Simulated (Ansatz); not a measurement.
# Is this Sr3Cl4 structure stable?

The cell was found from a structure generator's guess, not taken from experiment.

All numbers below come from Ansatz, DFT PBE, scalar-relativistic, plane waves, PAW. Plane waves to 420 eV, a 6×6×6 mesh through Γ for the 7-atom cell and 0.10 eV Gaussian smearing; no spin polarisation.

Space group Pm-3m (No. 221). a = 5.972 Å, b = 5.972 Å, c = 5.972 Å, α = 90.00°, β = 90.00°, γ = 90.00°
```
atom  site  symmetry       x       y       z
  Sr    3d    4/mm.m  0.5000  0.0000  0.0000
  Cl    3c    4/mm.m  0.0000  0.5000  0.5000
  Cl    1a      m-3m  0.0000  0.0000  0.0000
```

Energies over the elements count from the elements' standard structures at the same level (Cl₂ as a molecule), with no fitted energy shifts.

Question: These tests were run: energy against the elements; phonons at Γ. What do they show?

Answer:

```csv
test,result
energy against the elements,−1.93 eV/atom
phonons at Γ,lowest optical mode 62 cm⁻¹
```

It fails none of these tests. Other phases of the system weren't compared here, so this isn't yet thermodynamic stability. Phonons away from Γ weren't computed.

The run for the phonons used a 6×6×6 k mesh and Fermi–Dirac smearing of 0.15 eV.
